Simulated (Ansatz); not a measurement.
Clean, relaxed (100) surface of Ag, space group Fm-3m (No. 225) (top face towards +c; atoms held fixed, by place in the list: 1, 2):

```
Ag
1.0
     2.86690    0.00000    0.00000
     0.00000    2.86690    0.00000
     0.00000    0.00000   23.08162
Ag
4
Cartesian
  1.4335 1.4335 8.5000
  0.0000 0.0000 10.5272
  1.4335 1.4335 12.5613
  0.0000 0.0000 14.5454
```

All numbers below come from DFT PBEsol, scalar-relativistic, plane waves, PAW (Ansatz). Plane waves to 420 eV, a k mesh through Γ of 10×10×1 on the computed 4-atom cell and Gaussian smearing (0.10 eV); no spin polarisation. A dipole correction removes the field between periodic images along c.

OH is adsorbed on the top face, one adsorbate per 8.2 Å², and relaxed from 3 starting sites (fractions of a and b). E_ads counts from the clean slab and the free adsorbate (spin-polarised where it has unpaired electrons); negative means bound. Heights count from the highest slab atom after relaxation. Δφ is the top face's. Δp counts per cell along +c. Bonded neighbours lie within 1.25 times the sum of covalent radii (1.35 for H) and, on that scale, within 12 % of the closest. With the adsorbate the cell is lengthened along c to keep the vacuum.

| start | ends at | E_ads (eV) | height (Å) | shortest contact | Δφ (eV) | Δp (e·Å) | whole? |
| --- | --- | --- | --- | --- | --- | --- | --- |
| top (Ag) at (0.00, 0.00) | (0.50, 0.01), 2 bonded neighbours (Ag) | -2.50 | 1.63 | O–Ag 2.17 Å | +1.99 | -0.082 | yes |
| bridge (Ag-Ag) at (0.00, 0.50) | (0.00, 0.50), 2 bonded neighbours (Ag) | -2.50 | 1.63 | O–Ag 2.17 Å | +2.01 | -0.082 | yes |
| hollow (over Ag) at (0.50, 0.50) | (0.01, 0.50), 2 bonded neighbours (Ag) | -2.50 | 1.63 | O–Ag 2.17 Å | +2.00 | -0.082 | yes |

Among the sites tried, the lowest end comes from the top (Ag) at (0.00, 0.00) start; the bridge (Ag-Ag) at (0.00, 0.50) and the hollow (over Ag) at (0.50, 0.50) starts ended within 0.02 eV of it, though not always at the same place; other sites may lie lower.

Each end is the local minimum or symmetric point that its start leads to. The slab is only 6.1 Å thick, so the energies aren't converged with thickness.

For at least one of the starts the bottom face's work function also shifts by over 0.1 eV: the slab is too thin to screen the adsorbate, so the work functions aren't converged with thickness.

Spin polarisation was left out, and a magnetic state may lie lower.